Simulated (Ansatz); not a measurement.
C:
```cif
data_C4
_chemical_formula_sum 'C4'
_space_group_name_H-M_alt 'P 1'
_space_group_IT_number 1
_cell_length_a 3.55499
_cell_length_b 3.55499
_cell_length_c 3.55499
_cell_angle_alpha 109.471
_cell_angle_beta 109.471
_cell_angle_gamma 109.471
loop_
_space_group_symop_operation_xyz
  'x, y, z'
loop_
_atom_site_label
_atom_site_type_symbol
_atom_site_fract_x
_atom_site_fract_y
_atom_site_fract_z
_atom_site_occupancy
C1 C 0.00000 0.25000 0.50000 1
C2 C 0.25000 0.50000 0.00000 1
C3 C 0.50000 0.00000 0.25000 1
C4 C 0.25000 0.25000 0.25000 1
```

This is the r²SCAN-relaxed structure.

**Question.** All from plane-wave PAW r²SCAN (Ansatz code), unless another level is named. Estimate the bulk modulus (Birch–Murnaghan fit).

**Answer.** 266 GPa.

**Question.** Next, the elastic constants (relaxed ions, GPa)?

**Answer.** C11 = 196, C12 = 302, C44 = -240.

Space group I4_132. The start of the workflow was typed in or built on a structure type; neither database checked (COD, Materials Project) lists it. It is not the phase usual at ambient conditions (space group No. 194, 227). Symmetry was held in the r²SCAN relaxation. At this level the phase is mechanically unstable. As this level gives no gap, shear constants depend on the k-mesh and smearing (Fermi–Dirac, 0.1 eV here).

Potentials: the earlier of the program's two PAW sets.
